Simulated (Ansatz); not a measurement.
Two states of CuSnF$_{6}$

```
F Cu Sn
1.0
     2.56743    1.48230    4.61103
    -2.56743    1.48230    4.61103
     0.00000   -2.96462    4.61103
F Cu Sn
6 1 1
Direct
  0.42100 0.80900 0.01900
  0.01900 0.42100 0.80900
  0.80900 0.01900 0.42100
  0.57900 0.19100 0.98100
  0.98100 0.57900 0.19100
  0.19100 0.98100 0.57900
  0.50000 0.50000 0.50000
  0.00000 0.00000 0.00000
```

Method: r2SCAN, with U_eff = 3.2 eV on Cu d (all-electron-ortho-atomic projectors); PAW, plane waves to 500 eV, 4×4×4 Γ-centred mesh, fermi-dirac occupations (width 0.0172 eV) (Ansatz 0.2.0), atoms fixed.

State A: Cu7 up (collinear spin). State B: no moments (no spin polarisation).

Problem. Compare the two self-consistent states.

Solution. State A is lower by 123.3 meV an atom at zero smearing; in free energy at this smearing B lies +121.8 meV an atom from A.

```
state  free energy (meV/atom)  largest moment in a small sphere (μB)  net moment (μB/cell)  gap on mesh (eV)  pressure (GPa)  largest force (eV/Å)
    A                     0.0                                   0.86                  1.00              1.50            -5.5                  1.88
    B                   121.8                                   0.00                  0.00             metal            -4.1                  1.29
```

Origin: a database entry at a rescaled volume. Caveats: the state breaks the symmetry of the cell; no spin-orbit coupling, which can shift this gap by tenths of an eV; atoms or cell far from equilibrium; odd electron count without spin polarisation, so a magnetic state may lie lower; the k mesh is coarse if the cell is a metal.
